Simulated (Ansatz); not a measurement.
Zr₂Rh in space group I4/mcm (No. 140; Rh on 4a, Zr on 8h) under volume change, the program Ansatz at the r²SCAN level (PAW), shape and atoms relaxed at each volume.

| V (Å³/atom) | E − E(relaxed) (meV/atom) | P (GPa) |
|---|---|---|
| 18.681 | 29.5 | 8.54 |
| 19.277 | 6.9 | 3.80 |
| 19.873 | 0.0 | 0.00 |
| 20.469 | 6.2 | -3.28 |
| 21.065 | 24.0 | -6.23 |

Question: What does a third-order Birch–Murnaghan fit give for V₀, B₀ and B′?

Answer: V₀ = 19.87 Å³/atom, B₀ = 120 GPa, B′ = 4.4.

The workflow started from an entry of the Crystallography Open Database (COD). Whether it is the stable phase at ambient conditions was not checked. The r²SCAN relaxation kept the symmetry of its start; its stability against distortions is not shown here. No spin polarisation was allowed.

Potentials: the later of the program's two PAW sets.
